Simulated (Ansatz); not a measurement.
TiO2 (rutile)

```xyz
6
Lattice="4.6435 0.0000 0.0000 0.0000 4.6435 0.0000 0.0000 0.0000 2.9637" Properties=species:S:1:pos:R:3 pbc="T T T"
Ti     0.0000     0.0000     0.0000
Ti     2.3218     2.3218     1.4819
O      1.4168     1.4168     0.0000
O      3.7386     0.9049     1.4819
O      0.9049     3.7386     1.4819
O      3.2267     3.2267     0.0000
```

The slice is a (-1 1 0) plane (indices of the conventional cell) through the point (0.000, 0.000, 0.000) (fractional), spanned by u = [001] and v = [110] in vectors of this cell: u (2.96 Å) and v (6.57 Å, at 90° to u). It covers one period; positions are fractions (u, v).

All values below come from PBE (plane waves to 420 eV, PAW, scalar-relativistic; Ansatz, an electronic-structure program). k mesh 7×7×11. Inside the PAW spheres the values are not all-electron values, and peaks at nuclei hang on which shells count as valence. The PAW data are Ansatz's earlier set. TiO2 is run without spin polarisation. TiO2 was relaxed with its symmetry unable to fall.

Three fields on this plane, each scaled to ten steps between its own extremes (0 low, 9 high; the total valence density on a logarithmic scale, the potential cut 8 eV below its top; x marks points blanked near nuclei; v = 0 in the bottom row):

Map A
```
|xxxx510015xxx|
|xxx94100149xx|
|xx7521001257x|
|2222100001222|
|1100000000001|
|xxx00000000xx|
|xxxx000000xxx|
|xxxx001100xxx|
|xxxx123321xxx|
|xxxx158851xxx|
|xxx01xxxx10xx|
|0000xxxxxx000|
|0014xxxxxx410|
|012xxxxxxxx21|
|0014xxxxxx410|
|0000xxxxxx000|
|xxx01xxxx10xx|
|xxxx158851xxx|
|xxxx123321xxx|
|xxxx001100xxx|
|xxxx000000xxx|
|xxx00000000xx|
|1100000000001|
|2222100001222|
|xx7521001257x|
|xxx94100149xx|
|xxxx510015xxx|
|xxxx410014xxx|
```

Map B
```
|xxxx001100xxx|
|xxx30000003xx|
|xx3000000003x|
|2100000000001|
|8764100001467|
|xxx95100159xx|
|xxxx830038xxx|
|xxxx930039xxx|
|xxxx820028xxx|
|xxxx311113xxx|
|xxx42xxxx24xx|
|9942xxxxxx249|
|4203xxxxxx302|
|100xxxxxxxx00|
|4203xxxxxx302|
|9942xxxxxx249|
|xxx42xxxx24xx|
|xxxx311113xxx|
|xxxx820028xxx|
|xxxx930039xxx|
|xxxx830038xxx|
|xxx95100159xx|
|8764100001467|
|2100000000001|
|xx3000000003x|
|xxx30000003xx|
|xxxx001100xxx|
|xxxx101101xxx|
```

Map C
```
|xxxx744447xxx|
|xxx95333359xx|
|xx9632222369x|
|9864210012468|
|9975310013579|
|xxx74100147xx|
|xxxx630036xxx|
|xxxx742247xxx|
|xxxx853358xxx|
|xxxx876678xxx|
|xxx99xxxx99xx|
|9989xxxxxx989|
|6669xxxxxx966|
|556xxxxxxxx65|
|6669xxxxxx966|
|9989xxxxxx989|
|xxx99xxxx99xx|
|xxxx876678xxx|
|xxxx853358xxx|
|xxxx742247xxx|
|xxxx630036xxx|
|xxx74100147xx|
|9975310013579|
|9864210012468|
|xx9632222369x|
|xxx95333359xx|
|xxxx744447xxx|
|xxxx755557xxx|
```

Question: Assign the maps to these fields: density of the lowest conduction band (whole band as if filled, smooth part); electron localisation function (ELF); valence electron density.

Answer: A is the density of the lowest conduction band (whole band as if filled, smooth part); B is the electron localisation function (ELF); C is the valence electron density.
